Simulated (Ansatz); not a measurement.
**SrLi₂SnSe₄, a known structure type with other elements, at an estimated volume**

```yaml
crystal:
  lattice:
    - [-3.49998, 3.49998, 4.16171]
    - [3.49998, -3.49998, 4.16171]
    - [3.49998, 3.49998, -4.16171]
  atoms:
    - { symbol: Sn, position: [0.00000, 0.00000, 0.00000] }
    - { symbol: Sr, position: [0.50000, 0.50000, 0.00000] }
    - { symbol: Li, position: [0.25000, 0.75000, 0.50000] }
    - { symbol: Li, position: [0.75000, 0.25000, 0.50000] }
    - { symbol: Se, position: [0.03526, 0.03526, 0.41320] }
    - { symbol: Se, position: [0.96474, 0.37794, 0.00000] }
    - { symbol: Se, position: [0.62206, 0.62206, 0.58680] }
    - { symbol: Se, position: [0.37794, 0.96474, 0.00000] }
```

Level: r2SCAN, spin-orbit coupling; 500 eV; 5×5×5 Γ-centred mesh; gaussian occupations (width 0.0227 eV); Ansatz 0.2.0, fixed geometry.

The state carries no moments; the state need not be the lowest.

**Formation energy.** -1.32 eV an atom against the elements' usual phases (free molecules for gases, crystals otherwise, with no correction for O₂ or N₂), so it is bound against them; other compounds may still compete. Relaxing would lower it.
**Charges.** Bader charges in e: Sr +1.57, Li +0.89, Sn +1.33, Se -1.17. In the mean Sr gives up most and Se takes most.
**Forces.** The largest is on Se6 (and as large on other atoms): 0.38 eV/Å, components (0.22, -0.22, 0.22). It makes 179° with the line to a nearest neighbour, Sn1 at 2.49 Å, pointing away from it.
**Band edges.** Within 0.7 eV of the edges, the states project mainly on Se p (96 %) below the gap and on Se p (49 %) and Sn s (30 %) above it.
**Stress.** The pressure is 1.0 GPa (compression positive), so with the atoms held at these fractions the cell would first expand.
**Electronic structure.** The gap is 2.27 eV, direct at the points sampled. A semilocal functional usually gives too small a gap.

Origin: a known structure type with other elements, at an estimated volume, so it need not be a known compound. Caveats: the mesh misses a band edge that the path finds.
